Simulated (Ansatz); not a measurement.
# ScPt at 10 GPa (stress–strain coefficients): relaxed-ion elastic tensor

Theory: DFT LDA, scalar-relativistic, plane waves, PAW (Ansatz). Plane waves to 420 eV; Γ-centred k mesh 14×14×14; Fermi-Dirac smearing of 0.15 eV. No spin polarisation.

The cell, relaxed at 10 GPa:
```
CELL_PARAMETERS angstrom
3.17125 0.00000 0.00000
0.00000 3.17125 0.00000
0.00000 0.00000 3.17125
ATOMIC_POSITIONS crystal
Sc 0.50000 0.50000 0.50000
Pt 0.00000 0.00000 0.00000
```

In a metal, frequencies and elastic constants depend on the k mesh and the smearing, soft modes and shear constants most. Spin–orbit coupling is left out, which can shift energies with elements as heavy as these. Other phases may be more stable at this pressure.

Question: Give the relaxed-ion elastic constants (GPa, Voigt order xx yy zz yz xz xy, on the axes of the cell above).

Answer:
```
242.5 185.1 185.1   0.0   0.0   0.0
185.1 242.5 185.1   0.0   0.0   0.0
185.1 185.1 242.5   0.0   0.0   0.0
  0.0   0.0   0.0  74.8   0.0   0.0
  0.0   0.0   0.0   0.0  74.8   0.0
  0.0   0.0   0.0   0.0   0.0  74.8
```

Question: Is the crystal stable against homogeneous strain?

Answer: Yes: the least eigenvalue of the tensor is 57.5 GPa.

Question: And the moduli of a polycrystal (Hill averages)?

Answer: B = 204 GPa, G = 51 GPa, E = 141 GPa, ν = 0.38.

Cost: 1 run of about 1.8 core-minutes, on Arm Neoverse V1 (shared hosts).